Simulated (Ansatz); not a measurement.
## Kick test of a cell of Zr₂TiC₃

The cell was found from a structure generator's guess, not taken from experiment.

Level of theory: DFT PBE, scalar-relativistic, plane waves, PAW in Ansatz 0.2.0. Cutoff 420 eV; k points 16×16×16 on the computed 6-atom cell (Γ-centred); Gaussian smearing, width 0.10 eV; no spin polarisation.

The cell below (6 atoms, space group I4/mmm (No. 139)) is relaxed within its symmetry.

```
CELL_PARAMETERS angstrom
-1.63086 1.63086 6.87581
1.63086 -1.63086 6.87581
1.63086 1.63086 -6.87581
ATOMIC_POSITIONS crystal
Zr 0.83654 0.83654 0.00000
Zr 0.16346 0.16346 0.00000
Ti 0.50000 0.50000 0.00000
C 0.66124 0.66124 0.00000
C 0.33876 0.33876 0.00000
C 0.00000 0.00000 0.00000
```

For the test a repeat of it with 12 atoms (edges 4.61, 4.61, 7.25 Å) was strained at random (σ = 1.5 % a component), the atoms were moved at random (σ = 0.15 Å), and all was relaxed again on a coarse 6×6×6 mesh (in the run’s order of axes) with 0.20 eV smearing, with no symmetry imposed.

Q: Does it come back?

A: It returns, within 1 meV/atom of the unmoved cell on that mesh and with the same symmetry when read at 0.1 Å. No instability shows in this cell; modes of other wave vectors, which need another repeat, aren't tested.
